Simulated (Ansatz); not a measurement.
BAs:
```yaml
crystal:
  lattice:
    - [0.00000, 2.40466, 2.40466]
    - [2.40466, 0.00000, 2.40466]
    - [2.40466, 2.40466, 0.00000]
  atoms:
    - { symbol: B, position: [0.75000, 0.75000, 0.75000] }
    - { symbol: As, position: [0.00000, 0.00000, 0.00000] }
```

Relaxed with PBE. Special points in fractions of this cell's reciprocal vectors: Γ (0.000, 0.000, 0.000); X (0.500, 0.000, 0.500); U (0.625, 0.250, 0.625); K (0.375, 0.375, 0.750); L (0.500, 0.500, 0.500); W (0.500, 0.250, 0.750).

### Question
List the band energies nearest the valence-band maximum at these points for PBE with spin–orbit coupling in the plane-wave PAW code Ansatz.

### Answer
In eV from the valence-band maximum; about four levels below and three above (degenerate sets whole), none deeper than 8.9 eV; points with the same levels are listed once.

```json
[
 {"k": "Γ", "below": "0.00 0.00 0.00 0.00", "above": "3.05 3.05 3.26 3.26 3.26 3.26"},
 {"k": "X", "below": "-4.12 -4.12 -3.99 -3.99", "above": "1.40 1.40 1.40 1.40"},
 {"k": "U", "below": "-5.93 -5.83 -3.48 -3.48", "above": "1.99 2.00 5.41"},
 {"k": "L", "below": "-1.93 -1.93 -1.78 -1.78", "above": "2.51 2.51 4.66 4.66"},
 {"k": "W", "below": "-5.50 -5.36 -5.13 -5.12", "above": "5.19 5.20 5.76 5.76"}
]
```

Space group F-43m (zinc blende). The cell was relaxed with PBE under the symmetry of its start.

Potentials: the earlier of the program's two PAW sets.
